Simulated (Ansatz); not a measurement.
BaHfO3 (cubic perovskite), relaxed and computed with several functionals in Ansatz (plane waves, PAW). Much of their spread follows the volume that each gives.

```
functional  V (Å³/atom)  B₀ by P(V) fit (GPa)
----------  -----------  --------------------
r²SCAN            14.58                   171
HSE06             14.55                   170
PBE               14.88                   155
LDA               14.00                     ?
```

Task: Fit a straight line to ln B₀ against ln V and predict the withheld value.

Result: Least squares on the 3 shown rows: ln B₀ = -4.40 × ln V + (16.924), with a scatter of 1 %. For LDA this gives 203. The run itself gave 182, outside the scatter: the line misses something about this case.

All cells were relaxed under the symmetry of their starts (and spin orders); stability against distortions was not tested throughout. Rows with no word on spin ran without spin polarisation. Scalar-relativistic: spin–orbit coupling is off unless named, which matters more the heavier the elements.

Potentials: the later of the program's two PAW sets.

Ansatz (a first-principles code) is a plane-wave DFT program.
